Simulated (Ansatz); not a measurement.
Each is relaxed and computed with PBEsol (plane waves, PAW; program Ansatz). Which alone has a direct gap?
A) SrSnS3, Pnma (Pearson symbol oP20)
B) ZnHgS2, R3m (Zn on 3a, Hg on 3a, S on 3a, S on 3a)
C) MgZnO2, R-3m (Mg on 3a, Zn on 3b, O on 6c)
D) ZnS, NiAs type

B, ZnHgS2, R3m (Zn on 3a, Hg on 3a, S on 3a, S on 3a). ZnHgS2: gap 0.36 eV (direct); ZnS: gap 0.28 eV (indirect); SrSnS3: gap 0.66 eV (indirect); MgZnO2: gap 2.58 eV (indirect). Typed or built starts, not in the databases checked: ZnS, NiAs type. Not the usual ambient phase: ZnS, NiAs type. Standing as an ambient phase not checked: ZnHgS2, R3m (Zn on 3a, Hg on 3a, S on 3a, S on 3a); SrSnS3, Pnma (Pearson symbol oP20); MgZnO2, R-3m (Mg on 3a, Zn on 3b, O on 6c). Perhaps ordered models of mixed-site phases: MgZnO2, R-3m (Mg on 3a, Zn on 3b, O on 6c). All cells were relaxed under the symmetry of their starts (and spin orders); stability against distortions was not tested throughout. Scalar-relativistic: spin–orbit coupling is off unless named, which matters more the heavier the elements.

Potentials: the later of the program's two PAW sets.
